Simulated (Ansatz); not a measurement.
Input, command and steps of an Ansatz relaxation.

```yaml
crystal:
  lattice:
    - [5.7009477675, 0.0, 0.0]
    - [0.0, 8.0524160073, 0.0]
    - [0.0, 0.0, 5.7001673028]
  atoms:
    - { symbol: Zr, position: [0.0, 0.0, 0.0] }
    - { symbol: Zr, position: [0.0, 0.5, 0.0] }
    - { symbol: Zr, position: [0.5, 0.0, 0.5] }
    - { symbol: Zr, position: [0.5, 0.5, 0.5] }
    - { symbol: Pb, position: [0.5213818631, 0.25, 0.0059613358] }
    - { symbol: Pb, position: [0.0213818631, 0.25, 0.4940386642] }
    - { symbol: Pb, position: [0.9786181369, 0.75, 0.5059613358] }
    - { symbol: Pb, position: [0.4786181369, 0.75, 0.9940386642] }
    - { symbol: O, position: [0.0106845668, 0.75, 0.0740533985] }
    - { symbol: O, position: [0.2861193194, 0.0388032545, 0.213680062] }
    - { symbol: O, position: [0.2861193194, 0.4611967455, 0.213680062] }
    - { symbol: O, position: [0.7861193194, 0.0388032545, 0.286319938] }
    - { symbol: O, position: [0.7861193194, 0.4611967455, 0.286319938] }
    - { symbol: O, position: [0.5106845668, 0.75, 0.4259466015] }
    - { symbol: O, position: [0.4893154332, 0.25, 0.5740533985] }
    - { symbol: O, position: [0.2138806806, 0.5388032545, 0.713680062] }
    - { symbol: O, position: [0.2138806806, 0.9611967455, 0.713680062] }
    - { symbol: O, position: [0.7138806806, 0.5388032545, 0.786319938] }
    - { symbol: O, position: [0.7138806806, 0.9611967455, 0.786319938] }
    - { symbol: O, position: [0.9893154332, 0.25, 0.9259466015] }
basis:
  ecutwfc: 420
kpoints:
  mp_grid: { grid: [4, 4, 4] }
hamiltonian:
  xc: pbesol
scf:
  occupations: { method: gaussian, width: 0.02 }
output:
  forces: true
  stress: true
  eigenvalues: true
  write_density: true
  write_potential: true
  elf: true
  volumetric_format: npy
relax:
  adjacent_minimum: "off"
  f_tol: 0.01
  max_steps: 30
  cell: { stress_tol: 0.1, fix: [volume] }
```

```bash
ansatz run input.yaml --threads 4 --pin off --max-ram 10240MiB --backend cpu --events-out ev --progress --plain --runs-dir out
```

Level of theory: Ansatz 0.2.0, DFT PBEsol, scalar-relativistic, plane waves, PAW.

The volume is held at 0.94 times that of the relaxed cell.

Of 5 frames 4 are shown, positions in Å and forces in eV/Å; the SCF threshold varies from step to step. Steps run on the plane waves of an earlier cell, with a Pulay correction in the pressure. The basis is chosen afresh for the last frame, the zero of the energies, and at times for earlier ones too; energy and pressure can step there, also at an unchanged geometry. Where two frames share a geometry here, they differ by under 2 meV/atom and 0.3 GPa.

```xyz
20
Lattice="5.7009 0.0000 0.0000 0.0000 8.0524 0.0000 0.0000 0.0000 5.7002" Properties=species:S:1:pos:R:3:forces:R:3 pbc="T T T" step=1 free_energy_over_end_meV_per_atom=0.38 pressure_GPa=12.03
Zr    0.0000    0.0000    0.0000    0.0000    0.0000    0.0000
Zr    0.0000    4.0262    0.0000    0.0000    0.0000    0.0000
Zr    2.8505    0.0000    2.8501    0.0000    0.0000    0.0000
Zr    2.8505    4.0262    2.8501    0.0000    0.0000    0.0000
Pb    2.9724    2.0131    0.0340    0.0041    0.0000   -0.0078
Pb    0.1219    2.0131    2.8161    0.0041    0.0000    0.0078
Pb    5.5791    6.0393    2.8841   -0.0041    0.0000   -0.0078
Pb    2.7286    6.0393    5.6662   -0.0041    0.0000    0.0078
O     0.0609    6.0393    0.4221   -0.0155    0.0000    0.0682
O     1.6312    0.3125    1.2180    0.0327    0.0423   -0.0387
O     1.6312    3.7137    1.2180    0.0327   -0.0423   -0.0387
O     4.4816    0.3125    1.6321    0.0327    0.0423    0.0387
O     4.4816    3.7137    1.6321    0.0327   -0.0423    0.0387
O     2.9114    6.0393    2.4280   -0.0155    0.0000   -0.0682
O     2.7896    2.0131    3.2722    0.0155    0.0000    0.0682
O     1.2193    4.3387    4.0681   -0.0327    0.0423   -0.0387
O     1.2193    7.7400    4.0681   -0.0327   -0.0423   -0.0387
O     4.0698    4.3387    4.4822   -0.0327    0.0423    0.0387
O     4.0698    7.7400    4.4822   -0.0327   -0.0423    0.0387
O     5.6400    2.0131    5.2781    0.0155    0.0000   -0.0682
20
Lattice="5.6842 0.0000 0.0000 0.0000 8.0526 0.0000 0.0000 0.0000 5.7168" Properties=species:S:1:pos:R:3:forces:R:3 pbc="T T T" step=2 free_energy_over_end_meV_per_atom=0.10 pressure_GPa=11.77
Zr    0.0000    0.0000    0.0000    0.0000    0.0000    0.0000
Zr    0.0000    4.0263    0.0000    0.0000    0.0000    0.0000
Zr    2.8421    0.0000    2.8584    0.0000    0.0000    0.0000
Zr    2.8421    4.0263    2.8584    0.0000    0.0000    0.0000
Pb    2.9774    2.0132    0.0318   -0.0422    0.0000    0.0028
Pb    0.1353    2.0132    2.8266   -0.0422    0.0000   -0.0028
Pb    5.5488    6.0395    2.8902    0.0422    0.0000    0.0028
Pb    2.7068    6.0395    5.6851    0.0422    0.0000   -0.0028
O     0.0532    6.0395    0.4349    0.0040    0.0000    0.0253
O     1.6350    0.3199    1.2150    0.0140    0.0103   -0.0161
O     1.6350    3.7064    1.2150    0.0140   -0.0103   -0.0161
O     4.4771    0.3199    1.6435    0.0140    0.0103    0.0161
O     4.4771    3.7064    1.6435    0.0140   -0.0103    0.0161
O     2.8953    6.0395    2.4236    0.0040    0.0000   -0.0253
O     2.7889    2.0132    3.2933   -0.0040    0.0000    0.0253
O     1.2070    4.3462    4.0734   -0.0140    0.0103   -0.0161
O     1.2070    7.7327    4.0734   -0.0140   -0.0103   -0.0161
O     4.0491    4.3462    4.5019   -0.0140    0.0103    0.0161
O     4.0491    7.7327    4.5019   -0.0140   -0.0103    0.0161
O     5.6310    2.0132    5.2820   -0.0040    0.0000   -0.0253
20
Lattice="5.6926 0.0000 0.0000 0.0000 8.0522 0.0000 0.0000 0.0000 5.7087" Properties=species:S:1:pos:R:3:forces:R:3 pbc="T T T" step=3 free_energy_over_end_meV_per_atom=0.01 pressure_GPa=11.73
Zr    0.0000    0.0000    0.0000    0.0000    0.0000    0.0000
Zr    0.0000    4.0261    0.0000    0.0000    0.0000    0.0000
Zr    2.8463    0.0000    2.8543    0.0000    0.0000    0.0000
Zr    2.8463    4.0261    2.8543    0.0000    0.0000    0.0000
Pb    2.9722    2.0130    0.0319    0.0085    0.0000    0.0075
Pb    0.1259    2.0130    2.8224    0.0085    0.0000   -0.0075
Pb    5.5667    6.0391    2.8862   -0.0085    0.0000    0.0075
Pb    2.7204    6.0391    5.6768   -0.0085    0.0000   -0.0075
O     0.0541    6.0391    0.4398   -0.0028    0.0000   -0.0105
O     1.6396    0.3226    1.2098   -0.0007   -0.0077   -0.0045
O     1.6396    3.7035    1.2098   -0.0007    0.0077   -0.0045
O     4.4859    0.3226    1.6446   -0.0007   -0.0077    0.0045
O     4.4859    3.7035    1.6446   -0.0007    0.0077    0.0045
O     2.9004    6.0391    2.4145   -0.0028    0.0000    0.0105
O     2.7922    2.0130    3.2942    0.0028    0.0000   -0.0105
O     1.2067    4.3487    4.0641    0.0007   -0.0077   -0.0045
O     1.2067    7.7296    4.0641    0.0007    0.0077   -0.0045
O     4.0530    4.3487    4.4989    0.0007   -0.0077    0.0045
O     4.0530    7.7296    4.4989    0.0007    0.0077    0.0045
O     5.6385    2.0130    5.2688    0.0028    0.0000    0.0105
20
Lattice="5.6926 0.0000 0.0000 0.0000 8.0533 0.0000 0.0000 0.0000 5.7078" Properties=species:S:1:pos:R:3:forces:R:3 pbc="T T T" step=5 free_energy_over_end_meV_per_atom=0.00 pressure_GPa=11.74
Zr    0.0000    0.0000    0.0000    0.0000    0.0000    0.0000
Zr    0.0000    4.0267    0.0000    0.0000    0.0000    0.0000
Zr    2.8463    0.0000    2.8539    0.0000    0.0000    0.0000
Zr    2.8463    4.0267    2.8539    0.0000    0.0000    0.0000
Pb    2.9744    2.0133    0.0332    0.0004    0.0000   -0.0029
Pb    0.1281    2.0133    2.8207    0.0004    0.0000    0.0029
Pb    5.5645    6.0400    2.8872   -0.0004    0.0000   -0.0029
Pb    2.7182    6.0400    5.6746   -0.0004    0.0000    0.0029
O     0.0535    6.0400    0.4386    0.0003    0.0000   -0.0061
O     1.6397    0.3214    1.2091    0.0061   -0.0020   -0.0018
O     1.6397    3.7053    1.2091    0.0061    0.0020   -0.0018
O     4.4860    0.3214    1.6449    0.0061   -0.0020    0.0018
O     4.4860    3.7053    1.6449    0.0061    0.0020    0.0018
O     2.8999    6.0400    2.4153    0.0003    0.0000    0.0061
O     2.7928    2.0133    3.2926   -0.0003    0.0000   -0.0061
O     1.2066    4.3481    4.0630   -0.0061   -0.0020   -0.0018
O     1.2066    7.7320    4.0630   -0.0061    0.0020   -0.0018
O     4.0529    4.3481    4.4988   -0.0061   -0.0020    0.0018
O     4.0529    7.7320    4.4988   -0.0061    0.0020    0.0018
O     5.6391    2.0133    5.2692   -0.0003    0.0000    0.0061
```

It took 3.1 min on 4 threads of AMD EPYC (Zen 3), with other jobs on the host, peak memory 1.3 GiB.

Spin–orbit coupling is left out, which can shift energies with elements as heavy as these.